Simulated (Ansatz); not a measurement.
Computed with Ansatz, DFT, r2SCAN, plane waves (500 eV) with PAW, scalar-relativistic. (PAW data from PBE, frozen cores regenerated.)

An element in the hcp structure gives this curve. The cell is scaled uniformly from the relaxed one, with fractional coordinates and shape fixed. Energies are extrapolated to zero smearing, pressures are those at the given smearing. Magnetic state: antiferromagnetic.

```csv
V (Å³/atom),E − E₀ (meV/atom),P (GPa),sphere moment (μB)
13.040,54.9,10.77,3.34
13.633,22.7,6.53,3.48
14.226,5.0,2.96,3.60
14.818,-0.1,0.00,3.71
15.411,4.5,-2.26,3.81
16.004,16.3,-4.02,3.90
16.597,34.1,-5.55,3.98
```

Problem. Which element is it?
A. ruthenium
B. osmium
C. molybdenum
D. manganese

Solution. D. Its fit is V₀ = 14.82 Å³/atom, B₀ = 64 GPa, B₀′ = 4.8.
